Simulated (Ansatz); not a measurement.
The numbers come from plane-wave PAW DFT (Ansatz): r2SCAN, no spin polarisation, 500 eV, 5×5×9 Γ-centred k points, fermi-dirac occupations (width 0.1 eV). Nothing was relaxed.

Computed maps in the lattice plane spanned by b (left to right, 7.79 Å, 24 points from zero) and c (bottom to top, 3.65 Å, 11 points from zero), 90° apart, at height 0.000 along a. The fields are smooth PAW ones with compensation charges, not the true ones near nuclei.

Valence density. Digits on a logarithmic scale: 0 up to 0.03 e/Å³, each further digit a factor of 1.6, 9 from 1.3 e/Å³ up:
```
999654444446999997545699
997655554445799986545579
666678886544567765444556
555799998644444444444455
555899999644444444444445
555899999644444444444445
555799998644444444444455
666678886544567765444556
997655554445799986545579
999654444446999997545699
999654444446999998545699
```

ELF. Ten even steps from '0' (0.05) to '9' (0.82):
```
542242124422896795144124
222310001332599983255312
223236763132123323566532
552399998223200136764455
641595189313322368752235
641595189313322368752235
552399998223200136764455
223236763132123323566532
222310001332599983255312
542242124422896795144124
862245445512870296033126
```

Problem. The cell is Zr₆NiTe₂. Which atoms lie within 0.2 Å of this plane, and where (fractions of b and c)?

Solution. Zr at (0.60, 0.00), Zr at (0.24, 0.50), Ni at (0.00, 0.00). The whole cell:
```
CELL_PARAMETERS angstrom
7.79337 0.00000 0.00000
-3.89668 6.74926 0.00000
0.00000 0.00000 3.64579
ATOMIC_POSITIONS crystal
Te 0.33330 0.66670 0.50000
Te 0.66670 0.33330 0.50000
Zr 0.59610 0.00000 0.00000
Zr 0.40390 0.40390 0.00000
Zr 0.00000 0.59610 0.00000
Zr 0.24280 0.00000 0.50000
Zr 0.75720 0.75720 0.50000
Zr 0.00000 0.24280 0.50000
Ni 0.00000 0.00000 0.00000
```

Origin: a known structure type with other elements, at an estimated volume, so it need not be a known compound. Caveats: no spin polarisation, so a magnetic state may lie lower.
